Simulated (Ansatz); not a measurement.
## RbAs2BrO4: reading a single point

```yaml
crystal:
  lattice:
    - [3.86575, 0.00000, 0.00000]
    - [0.00000, 3.86575, 0.00000]
    - [0.00000, 0.00000, 9.17924]
  atoms:
    - { symbol: Rb, position: [0.00000, 0.00000, 0.00000] }
    - { symbol: As, position: [0.50000, 0.50000, 0.72930] }
    - { symbol: As, position: [0.50000, 0.50000, 0.27070] }
    - { symbol: O, position: [0.50000, 0.00000, 0.85400] }
    - { symbol: O, position: [0.00000, 0.50000, 0.85400] }
    - { symbol: O, position: [0.50000, 0.00000, 0.14600] }
    - { symbol: O, position: [0.00000, 0.50000, 0.14600] }
    - { symbol: Br, position: [0.00000, 0.00000, 0.50000] }
```

The numbers come from plane-wave PAW DFT (Ansatz): PBE, no spin polarisation, 420 eV, 9×9×4 Γ-centred k points, cold occupations (width 0.0613 eV). Nothing was relaxed.

Task: How is the charge shared?

Result: Bader charges in e: Rb +1.00, As +1.38, Br -0.54, O -0.80. In the mean As gives up most and O takes most.

Task: What is the formation energy?

Result: 0.03 eV an atom against the elements' usual phases (free molecules for gases, crystals otherwise, with no correction for O₂ or N₂), too near zero to call. Relaxing would lower it.

Task: Which atom feels the largest force, and which way?

Result: The largest is on O4 (and as large on other atoms): 3.47 eV/Å, components (0.00, 0.00, -3.47). It makes 59° with the line to a nearest neighbour, As2 at 2.25 Å.

Task: What happens at the Fermi level?

Result: It is a metal, with about 8.2 states/eV a cell as the mean within 0.25 eV of the Fermi level, mostly O p (81 %).

Origin: a known structure type with other elements, at an estimated volume, so it need not be a known compound. Caveats: many states at the Fermi level without spin polarisation, so a magnetic state may lie lower; atoms or cell far from equilibrium.
